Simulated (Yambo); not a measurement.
A G0W0@PBEsol run in Yambo for SiO2 (space group I-42d, No. 122) (4×4×4 Γ-centred k mesh, 165 bands and a 8 Ry block in the screening, 165 bands in G with the Bruneval-Gonze terminator, plasmon pole fitted at 27.2 eV) gives these matrix elements, in eV, at the band edges (Γ → Γ):

| state | E0 | <Vxc> | <Σx> | <Σc(E0)> | Z |
|---|---|---|---|---|---|
| valence edge | 0.000 | -19.563 | -25.594 | 3.625 | 0.822 |
| conduction edge | 5.929 | -9.596 | -5.500 | -2.949 | 0.881 |

Solve the linearised quasiparticle equation for both states, give the gap, and say how exchange and correlation each act on it.

E = E0 + Z(Σx + Σc − Vxc). Valence: 0.000 + 0.822 × (-25.594 + (3.625) − (-19.563)) = -1.98 eV. Conduction: 5.929 + 0.881 × (-5.500 + (-2.949) − (-9.596)) = 6.94 eV. The gap is 8.92 eV, against 5.93 eV in PBEsol. Replacing Vxc by bare exchange alone would open it by 10.13 eV; correlation takes back 6.57 eV of that, and Z scales what is left. Nearest settings tried, and what they do to the gap: 104 bands in W, 104 bands in G: -3 meV; 7 Ry block (181 vectors against 255): -82 meV. Not varied: mesh. So the settings aren't converged at that level. 

Geometry of the Materials Project entry, not relaxed at this level; primitive cell a = b = c = 5.0634 Å, α = β = 121.42°, γ = 87.56°.

This is not the ordinary phase of the substance; no match was found in the copy of COD used, and its stability was not checked.
